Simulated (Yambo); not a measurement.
G0W0@LDA for CdF₂ (fluorite, space group Fm-3m, No. 225) in Yambo (4×4×4 mesh, 10 Ry block, plasmon pole, screening fixed), without a terminator:

```
bands N in G  gap W → Γ (eV)  shift of the valence edge (eV)
------------  --------------  ------------------------------
40                     5.474                          -1.018
65                     5.539                          -1.279
98                     5.631                          -1.446
```

Task: Extrapolate both columns to infinite N with E(N) = E∞ + A/N, test the form, and compare with the terminator.

Result: From two points, E∞ = (N2 E2 − N1 E1)/(N2 − N1). The two largest N give 5.81 eV for the gap and -1.77 eV for the shift; the two smallest give 5.64 eV and -1.70 eV. For the gap the slopes A are -6.8 and -18 eV: the form isn't reached, and its limit is uncertain. For the shift the slopes A are 27 and 32 eV: the form isn't reached, and its limit is uncertain. With the Bruneval-Gonze terminator and 98 bands the run gives 5.79 eV and -1.70 eV, 0.02 eV and 0.08 eV from the extrapolated values: the terminator too is an estimate of the remainder. Block, mesh and the bands in W are held fixed.

Spin-orbit coupling is not included.

Geometry of the Materials Project entry, not relaxed at this level; primitive cell a = 3.819 Å, b = 3.819 Å, c = 3.819 Å, α = 60.00°, β = 60.00°, γ = 60.00°.

A shift is the quasiparticle energy of the state minus its LDA energy.
